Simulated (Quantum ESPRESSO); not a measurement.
## GaMg2S3F (one run as intended and one with a planted mistake)

A calculation, not a measurement. The program is pw.x of Quantum ESPRESSO 7.5 (plane-wave density functional theory). The cell is made up: 7 atoms on a zincblende/diamond lattice with one site empty, with randomly drawn elements, strain and displacements, not relaxed. PseudoDojo standard norm-conserving files (v0.5 for PBE, v0.4.1 for LDA and PBEsol) set the functional; there is no spin polarisation, spin-orbit coupling or dispersion term, and the masses in the input are unused placeholders.

Intended input:

```
&control calculation='scf', pseudo_dir='./dojo.nc.sr.pbe.v0_5.standard.upf', outdir='./o', disk_io='low', tprnfor=.true., tstress=.true. /
&system ibrav=0, nat=7, ntyp=4, nbnd=35, ecutwfc=84.00895049, nosym=.true., tot_charge=0,
 occupations='smearing', smearing='fd', degauss=0.0018374661
/
&electrons conv_thr=7.350e-09, electron_maxstep=60, /
ATOMIC_SPECIES
F 1.0 F.upf
Ga 1.0 Ga.upf
Mg 1.0 Mg.upf
S 1.0 S.upf
CELL_PARAMETERS angstrom
5.4257 0.0093 -0.0426
0.0093 5.3684 0.0428
-0.0426 0.0428 5.3807
ATOMIC_POSITIONS angstrom
Ga -0.0329 2.7181 2.6778
Mg 2.7661 0.0156 2.7229
Mg 2.7196 2.6811 -0.0498
S 1.3389 1.2923 1.2946
F 1.3681 4.0965 4.0412
S 4.0118 1.4014 4.0574
S 4.1086 4.1437 1.3686
K_POINTS automatic
4 4 4 1 1 1
```

The log is shortened where brackets say so; the opening notice, blank lines, dates and the lines on written files are dropped, and the path of the files is cut. It prints rydbergs, bohrs and kilobars, and counts compression as positive stress. Where no state is partly filled, the Fermi energy that it prints is only some level between the filled and the empty states on the mesh, and need not lie in the true gap.

Log of the intended run:

```
     Program PWSCF v.7.5
     Parallel version (MPI & OpenMP), running on       4 processor cores
     Number of MPI processes:                 4
     Threads/MPI process:                     1
     [start-up lines left out]
     bravais-lattice index     =            0
     lattice parameter (alat)  =      10.2534  a.u.
     unit-cell volume          =    1057.4993 (a.u.)^3
     number of atoms/cell      =            7
     number of atomic types    =            4
     number of electrons       =        58.00
     number of Kohn-Sham states=           35
     kinetic-energy cutoff     =      84.0090  Ry
     charge density cutoff     =     336.0358  Ry
     scf convergence threshold =      7.3E-09
     mixing beta               =       0.7000
     number of iterations used =            8  plain     mixing
     Exchange-correlation= PBE
                           (   1   4   3   4   0   0   0)
     [axes and pseudopotential details left out]
   Cartesian axes
     site n.     atom                  positions (alat units)
         1        Ga     tau(   1) = (  -0.0060635   0.5009514   0.4935241  )
         2        Mg     tau(   2) = (   0.5097979   0.0028751   0.5018361  )
         3        Mg     tau(   3) = (   0.5012279   0.4941323  -0.0091782  )
         4        S      tau(   4) = (   0.2467620   0.2381736   0.2385975  )
         5        F      tau(   5) = (   0.2521437   0.7549934   0.7448015  )
         6        S      tau(   6) = (   0.7393830   0.2582809   0.7477872  )
         7        S      tau(   7) = (   0.7572235   0.7636925   0.2522358  )
     number of k points=    32  Fermi-Dirac smearing, width (Ry)=  0.0018
                       cart. coord. in units 2pi/alat
        k(    1) = (   0.1257793   0.1251154   0.1260501), wk =   0.0625000
        k(    2) = (   0.1277623   0.1231019   0.3781807), wk =   0.0625000
     [further k points left out]
     Dense  grid:   110011 G-vectors     FFT dimensions: (  60,  60,  60)
     Estimated max dynamical RAM per process >     193.46 MB
     Estimated total dynamical RAM >     693.28 MB
     Initial potential from superposition of free atoms
     starting charge      57.9956, renormalised to      58.0000
     Starting wfcs are   35 randomized atomic wfcs
     total cpu time spent up to now is        2.2 secs
     per-process dynamical memory:   142.0 Mb
     Self-consistent Calculation
     iteration #  1     ecut=    84.01 Ry     beta= 0.70
     Davidson diagonalization with overlap
     ethr =  1.00E-02,  avg # of iterations =  5.2
     total cpu time spent up to now is        5.5 secs
     total energy              =    -506.08891463 Ry
     estimated scf accuracy    <       0.62877501 Ry
     iteration #  2     ecut=    84.01 Ry     beta= 0.70
     Davidson diagonalization with overlap
     ethr =  1.08E-03,  avg # of iterations =  2.1
     total cpu time spent up to now is        8.4 secs
     total energy              =    -506.21737223 Ry
     estimated scf accuracy    <       0.54659542 Ry
     [iterations 3 to 8 left out]
     iteration #  9     ecut=    84.01 Ry     beta= 0.70
     Davidson diagonalization with overlap
     ethr =  9.51E-10,  avg # of iterations =  2.2
     total cpu time spent up to now is       28.9 secs
     total energy              =    -506.34615103 Ry
     estimated scf accuracy    <       0.00000011 Ry
     iteration # 10     ecut=    84.01 Ry     beta= 0.70
     Davidson diagonalization with overlap
     ethr =  1.90E-10,  avg # of iterations =  2.0
     total cpu time spent up to now is       31.7 secs
     End of self-consistent calculation
     [lines on levels left out]
     the Fermi energy is     4.1741 ev
!    total energy              =    -506.34615106 Ry
     estimated scf accuracy    <          3.0E-09 Ry
     smearing contrib. (-TS)   =      -0.00000000 Ry
     internal energy E=F+TS    =    -506.34615106 Ry
     The total energy is F=E-TS. E is the sum of the following terms:
     one-electron contribution =    -340.74561102 Ry
     hartree contribution      =     186.17644596 Ry
     xc contribution           =    -103.58801753 Ry
     ewald contribution        =    -248.18896847 Ry
     convergence has been achieved in  10 iterations
     Forces acting on atoms (cartesian axes, Ry/au):
     atom    1 type  2   force =    -0.01030461   -0.03056844   -0.01884909
     atom    2 type  3   force =    -0.05191836   -0.01578158    0.01779608
     atom    3 type  3   force =    -0.03238889    0.04917719    0.01113926
     atom    4 type  4   force =    -0.04604720    0.03173891    0.03125462
     atom    5 type  1   force =     0.02834790   -0.03041067   -0.02373473
     atom    6 type  4   force =     0.07435526    0.01891363   -0.00735566
     atom    7 type  4   force =     0.03795589   -0.02306904   -0.01025049
     Total force =     0.150544     Total SCF correction =     0.000134
     Computing stress (Cartesian axis) and pressure
          total   stress  (Ry/bohr**3)                   (kbar)     P=       -5.45
  -0.00010323  -0.00003767   0.00001885          -15.19       -5.54        2.77
  -0.00003767  -0.00001487   0.00014929           -5.54       -2.19       21.96
   0.00001885   0.00014929   0.00000688            2.77       21.96        1.01
     init_run     :      2.00s CPU      2.06s WALL (       1 calls)
     electrons    :     29.40s CPU     29.53s WALL (       1 calls)
     forces       :      0.58s CPU      0.60s WALL (       1 calls)
     stress       :      1.96s CPU      1.96s WALL (       1 calls)
     [timing details left out]
     PWSCF        :     34.10s CPU     34.35s WALL
     JOB DONE.
```

A second run has one planted mistake: the cell has the wrong charge. The input lines that differ, file-writing options aside:

```
- &system ibrav=0, nat=7, ntyp=4, nbnd=35, ecutwfc=84.00895049, nosym=.true., tot_charge=0,
+ &system ibrav=0, nat=7, ntyp=4, nbnd=35, ecutwfc=84.00895049, nosym=.true., tot_charge=1,
```

Its log:

```
     Program PWSCF v.7.5
     Parallel version (MPI & OpenMP), running on       4 processor cores
     Number of MPI processes:                 4
     Threads/MPI process:                     1
     [start-up lines left out]
     bravais-lattice index     =            0
     lattice parameter (alat)  =      10.2534  a.u.
     unit-cell volume          =    1057.4993 (a.u.)^3
     number of atoms/cell      =            7
     number of atomic types    =            4
     number of electrons       =        57.00
     number of Kohn-Sham states=           35
     kinetic-energy cutoff     =      84.0090  Ry
     charge density cutoff     =     336.0358  Ry
     scf convergence threshold =      7.3E-09
     mixing beta               =       0.7000
     number of iterations used =            8  plain     mixing
     Exchange-correlation= PBE
                           (   1   4   3   4   0   0   0)
     [axes and pseudopotential details left out]
   Cartesian axes
     site n.     atom                  positions (alat units)
         1        Ga     tau(   1) = (  -0.0060635   0.5009514   0.4935241  )
         2        Mg     tau(   2) = (   0.5097979   0.0028751   0.5018361  )
         3        Mg     tau(   3) = (   0.5012279   0.4941323  -0.0091782  )
         4        S      tau(   4) = (   0.2467620   0.2381736   0.2385975  )
         5        F      tau(   5) = (   0.2521437   0.7549934   0.7448015  )
         6        S      tau(   6) = (   0.7393830   0.2582809   0.7477872  )
         7        S      tau(   7) = (   0.7572235   0.7636925   0.2522358  )
     number of k points=    32  Fermi-Dirac smearing, width (Ry)=  0.0018
                       cart. coord. in units 2pi/alat
        k(    1) = (   0.1257793   0.1251154   0.1260501), wk =   0.0625000
        k(    2) = (   0.1277623   0.1231019   0.3781807), wk =   0.0625000
     [further k points left out]
     Dense  grid:   110011 G-vectors     FFT dimensions: (  60,  60,  60)
     Estimated max dynamical RAM per process >     193.46 MB
     Estimated total dynamical RAM >     693.28 MB
     Initial potential from superposition of free atoms
     starting charge      57.9956, renormalised to      57.0000
     Starting wfcs are   35 randomized atomic wfcs
     total cpu time spent up to now is        2.1 secs
     per-process dynamical memory:   142.0 Mb
     Self-consistent Calculation
     iteration #  1     ecut=    84.01 Ry     beta= 0.70
     Davidson diagonalization with overlap
     ethr =  1.00E-02,  avg # of iterations =  4.6
     total cpu time spent up to now is        5.4 secs
     total energy              =    -506.33150521 Ry
     estimated scf accuracy    <       0.65358981 Ry
     iteration #  2     ecut=    84.01 Ry     beta= 0.70
     Davidson diagonalization with overlap
     ethr =  1.15E-03,  avg # of iterations =  3.0
     total cpu time spent up to now is        8.3 secs
     total energy              =    -505.96644713 Ry
     estimated scf accuracy    <       2.20778548 Ry
     [iterations 3 to 11 left out]
     iteration # 12     ecut=    84.01 Ry     beta= 0.70
     Davidson diagonalization with overlap
     ethr =  8.96E-11,  avg # of iterations =  2.0
     total cpu time spent up to now is       34.8 secs
     total energy              =    -506.57516678 Ry
     estimated scf accuracy    <          8.9E-09 Ry
     iteration # 13     ecut=    84.01 Ry     beta= 0.70
     Davidson diagonalization with overlap
     ethr =  1.55E-11,  avg # of iterations =  2.0
     total cpu time spent up to now is       37.3 secs
     End of self-consistent calculation
     [lines on levels left out]
     the Fermi energy is     2.8072 ev
!    total energy              =    -506.57516678 Ry
     estimated scf accuracy    <          3.1E-10 Ry
     smearing contrib. (-TS)   =      -0.00099746 Ry
     internal energy E=F+TS    =    -506.57416932 Ry
     The total energy is F=E-TS. E is the sum of the following terms:
     one-electron contribution =    -341.53251842 Ry
     hartree contribution      =     185.95680744 Ry
     xc contribution           =    -102.80948986 Ry
     ewald contribution        =    -248.18896847 Ry
     convergence has been achieved in  13 iterations
     Forces acting on atoms (cartesian axes, Ry/au):
     atom    1 type  2   force =     0.00722131   -0.01555742   -0.00329229
     atom    2 type  3   force =    -0.06127456   -0.03252225    0.03011925
     atom    3 type  3   force =    -0.04199595    0.06255420   -0.00336844
     atom    4 type  4   force =    -0.04913357    0.02726485    0.03046647
     atom    5 type  1   force =     0.02529655   -0.03665483   -0.02989859
     atom    6 type  4   force =     0.07850061    0.01897463   -0.01182134
     atom    7 type  4   force =     0.04138561   -0.02405918   -0.01220506
     Total force =     0.166668     Total SCF correction =     0.000116
     Computing stress (Cartesian axis) and pressure
          total   stress  (Ry/bohr**3)                   (kbar)     P=      -98.12
  -0.00074796  -0.00013309  -0.00007961         -110.03      -19.58      -11.71
  -0.00013309  -0.00063707   0.00021398          -19.58      -93.72       31.48
  -0.00007961   0.00021398  -0.00061597          -11.71       31.48      -90.61
     init_run     :      1.91s CPU      1.99s WALL (       1 calls)
     electrons    :     35.09s CPU     35.25s WALL (       1 calls)
     forces       :      0.55s CPU      0.57s WALL (       1 calls)
     stress       :      1.83s CPU      1.84s WALL (       1 calls)
     [timing details left out]
     PWSCF        :     39.51s CPU     39.81s WALL
     JOB DONE.
```

```
                                            intended run  run with the mistake
                          free energy (eV)     -6889.190             -6892.306
                    smearing term -TS (eV)        0.0000               -0.0136
                            pressure (GPa)         -0.55                 -9.81
            largest force component (eV/Å)         1.912                 2.018
largest change of a force component (eV/Å)                               0.451
                                iterations            10                    13
```

For scale, a rerun of the intended cell at 1437 eV and a 6 x 6 x 6 mesh moved values by no more than 0.003 eV in energy, 0.02 GPa in stress and 0.005 eV/Å in force. The charged cell sits in a uniform background, so its energy and stress rest on the program's zero of potential.